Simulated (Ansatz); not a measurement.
Structure: CdGeAs2 (I-42d) from a database structure, at its r2SCAN minimum. It is tetragonal, I-42d (No. 122); a = 5.980 Å, c = 11.304 Å in the conventional setting, 25.27 Å³ an atom. Cd has 4 As at 2.65 Å; Ge has 4 As at 2.45 Å; As has 2 Ge at 2.45 Å and 2 Cd at 2.65 Å.

```yaml
crystal:
  lattice:
    - [-2.99010, 2.99010, 5.65191]
    - [2.99010, -2.99010, 5.65191]
    - [2.99010, 2.99010, -5.65191]
  atoms:
    - { symbol: Cd, position: [0.25000, 0.75000, 0.50000] }
    - { symbol: Cd, position: [0.50000, 0.50000, 0.00000] }
    - { symbol: Ge, position: [0.00000, 0.00000, 0.00000] }
    - { symbol: Ge, position: [0.75000, 0.25000, 0.50000] }
    - { symbol: As, position: [0.87500, 0.34634, 0.97134] }
    - { symbol: As, position: [0.65366, 0.62500, 0.52866] }
    - { symbol: As, position: [0.37500, 0.90366, 0.02866] }
    - { symbol: As, position: [0.09634, 0.12500, 0.47134] }
```

The questions ask for values computed with the plane-wave code Ansatz on this geometry. Calculated for a static, non-magnetic cell.

**Question.** What gap does PBE give, and where are the band edges?

**Answer.** PBE gives an indirect gap of 0.05 eV, from S₀–Γ (0.90 of the way from S₀) to Γ; the least direct gap is 0.23 eV at Γ. (With 0.02 eV of smearing so small a gap leaves both edges partly filled, and it could close between the points sampled.)

**Question.** Estimate the gap with LDA on 6×6×6.

**Answer.** LDA gives an indirect gap of 0.05 eV, from S₀–Γ (0.90 of the way from S₀) to Γ; the least direct gap is 0.18 eV at S₀–Γ (0.90 of the way from S₀). (With 0.02 eV of smearing so small a gap leaves both edges partly filled, and it could close between the points sampled.) The gap differs by 0.00 eV from PBE's.

**Question.** What does PBE+SOC give for the gap (6×6×6 mesh)?

**Answer.** The PBE+SOC gap is indirect, 0.04 eV (S₀–Γ (0.90 of the way from S₀) to Γ), below the direct gap of 0.17 eV at Γ. (This is within a few times the smearing of 0.02 eV, so the filling near the edges can be smeared.) The gap differs by -0.01 eV from PBE's.

**Question.** How does the gap change from PBE to PBE0 (4×4×4)?

**Answer.** PBE0 gives a direct gap of 0.99 eV at Γ. The gap differs by +0.94 eV from PBE's.

Only the levels marked +SOC include spin-orbit coupling.

Where an edge lies off the special points, it is a point of the mesh or the k point where a search put PBE's edge or least direct gap, reused for the other functionals, whose own edges may lie a little apart; PBE's own value is read along its path and can be a few hundredths of an eV high.

Gaps under 0.1 eV (LDA, PBE, PBE+SOC) can't be told from a closed one: the bands may be in normal order or already inverted, which a gap's size doesn't show.
